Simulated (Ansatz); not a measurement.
Starting cell, LiNbO₃ (space group R-3):

```
CELL_PARAMETERS angstrom
      2.57282     1.48542     4.61934
     -2.57282     1.48542     4.61934
      0.00000    -2.97084     4.61934
ATOMIC_POSITIONS crystal
  Li 0.35674 0.35674 0.35674
  Li 0.64326 0.64326 0.64326
  Nb 0.14411 0.14411 0.14411
  Nb 0.85589 0.85589 0.85589
  O  0.22003 0.56023 0.95639
  O  0.77997 0.43977 0.04361
  O  0.56023 0.95639 0.22003
  O  0.43977 0.04361 0.77997
  O  0.95639 0.22003 0.56023
  O  0.04361 0.77997 0.43977
```

The atoms are displaced by Q × the pattern below (from a DFPT mode at Γ, largest move 1; Q in Å), at fixed cell. It is one choice among 2 degenerate patterns.

```
atom       x       y       z
----  ------  ------  ------
Li1    0.165   0.155   0.000
Li2    0.165   0.155   0.000
Nb3   -0.010   0.329   0.000
Nb4   -0.010   0.329   0.000
O5     0.031  -0.994   0.105
O6     0.031  -0.994   0.105
O7     0.268  -0.463  -0.680
O8     0.268  -0.463  -0.680
O9    -0.311  -0.523   0.575
O10   -0.311  -0.523   0.575
```

Computed with LDA (plane waves to 420 eV, PAW, scalar-relativistic; Ansatz, a program for electronic structure). k mesh 8×8×8 (Γ-centred), Fermi-Dirac smearing 0.05 eV. Energies are smeared free energies. LiNbO3 is run without spin polarisation. LiNbO3 was relaxed with its symmetry unable to fall. This is one of several known forms of LiNbO3; the measured ambient cells at hand have space group No. 161. ΔE is measured from the undisplaced structure.

| Q (Å) | ΔE (meV/cell) |
|---|---|
| -0.1000 | 122.4 |
| -0.0833 | 84.5 |
| -0.0667 | 53.8 |
| -0.0500 | withheld |
| -0.0333 | 13.3 |
| -0.0167 | 3.3 |
| 0.0000 | 0.0 |
| 0.0167 | 3.3 |
| 0.0333 | 13.3 |
| 0.0500 | withheld |
| 0.0667 | 53.8 |
| 0.0833 | 84.5 |
| 0.1000 | 122.4 |

Question: Fit an even polynomial form (powers 2, 4) to the given rows and predict ΔE at Q = 0.0500.

Answer: Least squares on the 11 given rows: ΔE = (11990)·Q² + (24940)·Q⁴, in meV/cell with Q in Å; root-mean-square residual 0.05 meV/cell. At 0.0500 the fit gives 30.1 meV/cell; the calculation gives 30.1 meV/cell, the same to the digits shown. The quadratic term alone would give 30.0 meV/cell.

(For displaced atoms, the force is minus the slope of the energy, and its curvature is a force constant, which sets phonon frequencies.)
